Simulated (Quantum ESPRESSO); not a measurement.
## Hf3TaO7N (finding a planted mistake in a log)

Computed values, not a measurement. The program is pw.x of Quantum ESPRESSO 7.5 (plane-wave density functional theory). The cell is made up: 12 atoms on a fluorite lattice, with randomly drawn elements, strain and displacements, not relaxed. PseudoDojo standard norm-conserving files (v0.5 for PBE, v0.4.1 for LDA and PBEsol) set the functional; there is no spin polarisation, spin-orbit coupling or dispersion term, and the masses in the input are unused placeholders.

The hafnium pseudopotential is less sure than the others, with forces about 3 percent (worst 6) and pressure in oxides about 1.5 GPa (worst 2.7) from a second method in checks, which no rerun with the same files tests.

Intended input:

```
&control calculation='scf', pseudo_dir='./dojo.nc.sr.pbe.v0_5.standard.upf', outdir='./o', disk_io='medium', tprnfor=.true., tstress=.true. /
&system ibrav=0, nat=12, ntyp=4, nbnd=54, ecutwfc=84.00895049, nosym=.true., tot_charge=0,
 occupations='smearing', smearing='fd', degauss=0.0018374661
/
&electrons conv_thr=7.350e-09, electron_maxstep=60, /
ATOMIC_SPECIES
Hf 1.0 Hf.upf
N 1.0 N.upf
O 1.0 O.upf
Ta 1.0 Ta.upf
CELL_PARAMETERS angstrom
5.2507 -0.0091 -0.0323
-0.0091 5.1439 -0.0075
-0.0323 -0.0075 5.1736
ATOMIC_POSITIONS angstrom
Hf -0.0923 0.0813 -0.0509
Hf 0.1536 2.6159 2.5712
Ta 2.6032 0.0735 2.4703
Hf 2.6012 2.472 -0.0342
O 1.3136 1.2343 1.3206
O 1.2588 1.2859 3.9566
O 1.2679 3.8599 1.2607
O 1.2792 3.8417 3.9195
N 4.0352 1.2463 1.1802
O 3.9034 1.2402 3.8976
O 4.0074 3.775 1.1911
O 3.9875 3.9277 3.9066
K_POINTS automatic
4 4 4 1 1 1
```

The log is shortened where brackets say so; the opening notice, blank lines, dates and the lines on written files are dropped, and the path of the files is cut. It prints rydbergs, bohrs and kilobars, and counts compression as positive stress. Where no state is partly filled, the Fermi energy that it prints is only some level between the filled and the empty states on the mesh, and need not lie in the true gap.

Log of the intended run:

```
     Program PWSCF v.7.5
     Parallel version (MPI & OpenMP), running on       1 processor cores
     Number of MPI processes:                 1
     Threads/MPI process:                     1
     [start-up lines left out]
     bravais-lattice index     =            0
     lattice parameter (alat)  =       9.9226  a.u.
     unit-cell volume          =     942.9317 (a.u.)^3
     number of atoms/cell      =           12
     number of atomic types    =            4
     number of electrons       =        96.00
     number of Kohn-Sham states=           54
     kinetic-energy cutoff     =      84.0090  Ry
     charge density cutoff     =     336.0358  Ry
     scf convergence threshold =      7.3E-09
     mixing beta               =       0.7000
     number of iterations used =            8  plain     mixing
     Exchange-correlation= PBE
                           (   1   4   3   4   0   0   0)
     [axes and pseudopotential details left out]
   Cartesian axes
     site n.     atom                  positions (alat units)
         1        Hf     tau(   1) = (  -0.0175782   0.0154833  -0.0096937  )
         2        Hf     tau(   2) = (   0.0292526   0.4981901   0.4896771  )
         3        Ta     tau(   3) = (   0.4957714   0.0139978   0.4704610  )
         4        Hf     tau(   4) = (   0.4953905   0.4707848  -0.0065133  )
         5        O      tau(   5) = (   0.2501711   0.2350686   0.2515042  )
         6        O      tau(   6) = (   0.2397346   0.2448957   0.7535222  )
         7        O      tau(   7) = (   0.2414676   0.7351060   0.2400964  )
         8        O      tau(   8) = (   0.2436197   0.7316399   0.7464567  )
         9        N      tau(   9) = (   0.7684914   0.2373540   0.2247654  )
        10        O      tau(  10) = (   0.7433905   0.2361923   0.7422859  )
        11        O      tau(  11) = (   0.7631969   0.7189371   0.2268413  )
        12        O      tau(  12) = (   0.7594070   0.7480183   0.7439999  )
     number of k points=    32  Fermi-Dirac smearing, width (Ry)=  0.0018
                       cart. coord. in units 2pi/alat
        k(    1) = (   0.1260108   0.1280072   0.1278377), wk =   0.0625000
        k(    2) = (   0.1275724   0.1283800   0.3815788), wk =   0.0625000
     [further k points left out]
     Dense  grid:    98137 G-vectors     FFT dimensions: (  60,  60,  60)
     Estimated max dynamical RAM per process >     172.45 MB
     Initial potential from superposition of free atoms
     starting charge      95.9935, renormalised to      96.0000
     Starting wfcs are   72 randomized atomic wfcs
     total cpu time spent up to now is       17.2 secs
     per-process dynamical memory:   105.6 Mb
     Self-consistent Calculation
     iteration #  1     ecut=    84.01 Ry     beta= 0.70
     Davidson diagonalization with overlap
     ethr =  1.00E-02,  avg # of iterations =  2.0
     total cpu time spent up to now is       54.1 secs
     total energy              =    -719.43268354 Ry
     estimated scf accuracy    <       5.49187663 Ry
     iteration #  2     ecut=    84.01 Ry     beta= 0.70
     Davidson diagonalization with overlap
     ethr =  5.72E-03,  avg # of iterations =  5.8
     total cpu time spent up to now is      111.5 secs
     total energy              =    -716.77398457 Ry
     estimated scf accuracy    <      31.10139227 Ry
     [iterations 3 to 14 left out]
     iteration # 15     ecut=    84.01 Ry     beta= 0.70
     Davidson diagonalization with overlap
     ethr =  1.09E-10,  avg # of iterations =  4.1
     total cpu time spent up to now is      787.5 secs
     total energy              =    -722.27064794 Ry
     estimated scf accuracy    <       0.00000001 Ry
     iteration # 16     ecut=    84.01 Ry     beta= 0.70
     Davidson diagonalization with overlap
     ethr =  1.12E-11,  avg # of iterations =  4.3
     total cpu time spent up to now is      851.1 secs
     End of self-consistent calculation
     [lines on levels left out]
     the Fermi energy is    12.9413 ev
!    total energy              =    -722.27064794 Ry
     estimated scf accuracy    <          3.7E-09 Ry
     smearing contrib. (-TS)   =      -0.00000000 Ry
     internal energy E=F+TS    =    -722.27064794 Ry
     The total energy is F=E-TS. E is the sum of the following terms:
     one-electron contribution =    -125.66457712 Ry
     hartree contribution      =     116.22155857 Ry
     xc contribution           =    -179.72577833 Ry
     ewald contribution        =    -533.10185107 Ry
     convergence has been achieved in  16 iterations
     Forces acting on atoms (cartesian axes, Ry/au):
     atom    1 type  1   force =    -0.01853647   -0.06164929    0.02333435
     atom    2 type  1   force =    -0.08221524    0.02699239   -0.01052894
     atom    3 type  4   force =     0.10889559    0.00684961   -0.05130084
     atom    4 type  1   force =     0.07480835    0.03822558    0.02434848
     atom    5 type  3   force =     0.05883266    0.00704712    0.04561274
     atom    6 type  3   force =     0.02777198   -0.01589267   -0.05696577
     atom    7 type  3   force =     0.06112072    0.00473005    0.04744317
     atom    8 type  3   force =     0.04687857    0.00044045   -0.04923238
     atom    9 type  2   force =    -0.11212546   -0.02708052    0.11269815
     atom   10 type  3   force =    -0.05910032    0.03267801   -0.07624594
     atom   11 type  3   force =    -0.05715263    0.02129448    0.06064417
     atom   12 type  3   force =    -0.04917774   -0.03363521   -0.06980719
     Total force =     0.327363     Total SCF correction =     0.000150
     Computing stress (Cartesian axis) and pressure
          total   stress  (Ry/bohr**3)                   (kbar)     P=     -128.23
  -0.00124041  -0.00012054   0.00013541         -182.47      -17.73       19.92
  -0.00012054  -0.00059076   0.00012222          -17.73      -86.90       17.98
   0.00013541   0.00012222  -0.00078393           19.92       17.98     -115.32
     init_run     :     14.99s CPU     17.01s WALL (       1 calls)
     electrons    :    798.27s CPU    833.94s WALL (       1 calls)
     forces       :     12.31s CPU     12.43s WALL (       1 calls)
     stress       :     44.45s CPU     46.15s WALL (       1 calls)
     [timing details left out]
     PWSCF        :  14m30.32s CPU  15m10.47s WALL
     JOB DONE.
```

A second run was made from an input with one planted mistake. Its log:

```
     Program PWSCF v.7.5
     Parallel version (MPI & OpenMP), running on       1 processor cores
     Number of MPI processes:                 1
     Threads/MPI process:                     1
     [start-up lines left out]
     bravais-lattice index     =            0
     lattice parameter (alat)  =       9.9226  a.u.
     unit-cell volume          =     942.9317 (a.u.)^3
     number of atoms/cell      =           12
     number of atomic types    =            4
     number of electrons       =        96.00
     number of Kohn-Sham states=           72
     kinetic-energy cutoff     =      84.0090  Ry
     charge density cutoff     =     336.0358  Ry
     scf convergence threshold =      7.3E-09
     mixing beta               =       0.7000
     number of iterations used =            8  plain     mixing
     Exchange-correlation= PBE
                           (   1   4   3   4   0   0   0)
     [axes and pseudopotential details left out]
   Cartesian axes
     site n.     atom                  positions (alat units)
         1        Hf     tau(   1) = (  -0.0175782   0.0154833  -0.0096937  )
         2        Hf     tau(   2) = (   0.0292526   0.4981901   0.4896771  )
         3        Ta     tau(   3) = (   0.4957714   0.0139978   0.4704610  )
         4        Hf     tau(   4) = (   0.4953905   0.4707848  -0.0065133  )
         5        O      tau(   5) = (   0.2501711   0.2350686   0.2515042  )
         6        O      tau(   6) = (   0.2397346   0.2448957   0.7535222  )
         7        O      tau(   7) = (   0.2414676   0.7351060   0.2400964  )
         8        O      tau(   8) = (   0.2436197   0.7316399   0.7464567  )
         9        N      tau(   9) = (   0.7684914   0.2373540   0.2247654  )
        10        O      tau(  10) = (   0.7433905   0.2361923   0.7422859  )
        11        O      tau(  11) = (   0.7631969   0.7189371   0.2268413  )
        12        O      tau(  12) = (   0.7594070   0.7480183   0.7439999  )
     number of k points=    32  Fermi-Dirac smearing, width (Ry)=  0.0559
                       cart. coord. in units 2pi/alat
        k(    1) = (   0.1260108   0.1280072   0.1278377), wk =   0.0625000
        k(    2) = (   0.1275724   0.1283800   0.3815788), wk =   0.0625000
     [further k points left out]
     Dense  grid:    98137 G-vectors     FFT dimensions: (  60,  60,  60)
     Estimated max dynamical RAM per process >     189.77 MB
     Initial potential from superposition of free atoms
     starting charge      95.9935, renormalised to      96.0000
     Starting wfcs are   72 randomized atomic wfcs
     total cpu time spent up to now is       18.8 secs
     per-process dynamical memory:   109.1 Mb
     Self-consistent Calculation
     iteration #  1     ecut=    84.01 Ry     beta= 0.70
     Davidson diagonalization with overlap
     ethr =  1.00E-02,  avg # of iterations =  5.2
     total cpu time spent up to now is       60.2 secs
     total energy              =    -719.62416854 Ry
     estimated scf accuracy    <       5.27070406 Ry
     iteration #  2     ecut=    84.01 Ry     beta= 0.70
     Davidson diagonalization with overlap
     ethr =  5.49E-03,  avg # of iterations =  2.4
     total cpu time spent up to now is      112.7 secs
     total energy              =    -717.03293134 Ry
     estimated scf accuracy    <      31.04446981 Ry
     [iterations 3 to 13 left out]
     iteration # 14     ecut=    84.01 Ry     beta= 0.70
     Davidson diagonalization with overlap
     ethr =  2.21E-10,  avg # of iterations =  2.0
     total cpu time spent up to now is      714.7 secs
     total energy              =    -722.39308216 Ry
     estimated scf accuracy    <       0.00000005 Ry
     iteration # 15     ecut=    84.01 Ry     beta= 0.70
     Davidson diagonalization with overlap
     ethr =  5.59E-11,  avg # of iterations =  1.9
     total cpu time spent up to now is      776.9 secs
     End of self-consistent calculation
     [lines on levels left out]
     the Fermi energy is    12.9230 ev
!    total energy              =    -722.39308217 Ry
     estimated scf accuracy    <          3.2E-09 Ry
     smearing contrib. (-TS)   =      -0.36490240 Ry
     internal energy E=F+TS    =    -722.02817976 Ry
     The total energy is F=E-TS. E is the sum of the following terms:
     one-electron contribution =    -125.55335758 Ry
     hartree contribution      =     116.35458443 Ry
     xc contribution           =    -179.72755555 Ry
     ewald contribution        =    -533.10185107 Ry
     convergence has been achieved in  15 iterations
     Forces acting on atoms (cartesian axes, Ry/au):
     atom    1 type  1   force =     0.01092317   -0.05678454    0.01402800
     atom    2 type  1   force =    -0.05931731    0.01933750   -0.00754580
     atom    3 type  4   force =     0.06228331   -0.01630609   -0.01072358
     atom    4 type  1   force =     0.04845564    0.03781237    0.01686610
     atom    5 type  3   force =     0.04565967    0.01601510    0.02855754
     atom    6 type  3   force =     0.01926840   -0.01157905   -0.04811898
     atom    7 type  3   force =     0.05043732   -0.00076758    0.03561592
     atom    8 type  3   force =     0.04009451    0.00203425   -0.04035508
     atom    9 type  2   force =    -0.08347779   -0.00664882    0.09020690
     atom   10 type  3   force =    -0.04561616    0.03484187   -0.06873172
     atom   11 type  3   force =    -0.04618263    0.01970277    0.05153485
     atom   12 type  3   force =    -0.04252813   -0.03765778   -0.06133415
     Total force =     0.253333     Total SCF correction =     0.000152
     Computing stress (Cartesian axis) and pressure
          total   stress  (Ry/bohr**3)                   (kbar)     P=      -86.50
  -0.00084912  -0.00007928   0.00011023         -124.91      -11.66       16.22
  -0.00007928  -0.00040445   0.00007704          -11.66      -59.50       11.33
   0.00011023   0.00007704  -0.00051056           16.22       11.33      -75.11
     init_run     :     17.48s CPU     18.69s WALL (       1 calls)
     electrons    :    715.34s CPU    758.10s WALL (       1 calls)
     forces       :     15.39s CPU     15.52s WALL (       1 calls)
     stress       :     54.86s CPU     56.32s WALL (       1 calls)
     [timing details left out]
     PWSCF        :  13m23.38s CPU  14m 9.27s WALL
     JOB DONE.
```

Question: what was wrong in the second input?

Answer: the smearing is too wide. The input lines that differ, file-writing options aside:

```
- &system ibrav=0, nat=12, ntyp=4, nbnd=54, ecutwfc=84.00895049, nosym=.true., tot_charge=0,
+ &system ibrav=0, nat=12, ntyp=4, nbnd=72, ecutwfc=84.00895049, nosym=.true., tot_charge=0,
-  occupations='smearing', smearing='fd', degauss=0.0018374661
+  occupations='smearing', smearing='fd', degauss=0.0558589697
```

|  | intended run | run with the mistake |
| --- | --- | --- |
| free energy (eV) | -9826.993 | -9828.659 |
| smearing term -TS (eV) | 0.0000 | -4.9648 |
| pressure (GPa) | -12.82 | -8.65 |
| largest force component (eV/Å) | 2.898 | 2.319 |
| largest change of a force component (eV/Å) |  | 1.198 |
| iterations | 16 | 15 |

For scale, a rerun of the intended cell at 1437 eV and a 6 x 6 x 6 mesh moved values by no more than 0.002 eV in energy, 0.04 GPa in stress and 0.008 eV/Å in force. The number of bands, nbnd, was set by rule from the electron count and the smearing, so it follows the mistake.